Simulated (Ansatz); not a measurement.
An element in the diamond structure gives these cold pressures by all-electron LAPW under LDA (Ansatz 0.2.0, scalar-relativistic, no spin polarisation).

```csv
V (Å³/atom),P (GPa)
95.23,0.01
87.61,0.16
79.99,0.38
72.37,0.67
64.75,1.10
57.14,1.71
49.52,2.62
42.85,3.88
```

(1) Which element is it?

Results:

(1) K. Its zero-pressure volume in this structure is near 95.2 Å³/atom; the volume and the steepness of P(V) together point to it, though neighbours can come close. Neighbours weren't tried against these numbers.
